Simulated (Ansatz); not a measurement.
ZrTa (Cmcm), relaxed and computed with several functionals in Ansatz (plane waves, PAW).

```csv
functional,a (Å),c (Å),V (Å³/atom),ΔH_f (eV/atom)
PBE,2.955,4.904,20.75,0.19
r²SCAN,…,…,…,…
PBEsol,2.910,4.861,19.98,0.20
```

**Question.** Some entries are withheld; supply them.

**Answer.** 
- r²SCAN, a (Å): 2.953
- r²SCAN, c (Å): 4.893
- r²SCAN, V (Å³/atom): 20.66
- r²SCAN, ΔH_f (eV/atom): 0.20

Typed or built starts, not in the databases checked: ZrTa, Cmcm (Zr on 4c, Ta on 4c). Unstable at this level: ZrTa, Cmcm (Zr on 4c, Ta on 4c) with PBEsol. All cells were relaxed under the symmetry of their starts (and spin orders); stability against distortions was not tested throughout. Rows with no word on spin ran without spin polarisation. Spin–orbit coupling is left out wherever it is not named.

Potentials: the later of the program's two PAW sets.

Ansatz (an electronic-structure program) is a plane-wave DFT program.

Formation energies count from the lowest solids of the elements computed at the same level, not from gases.
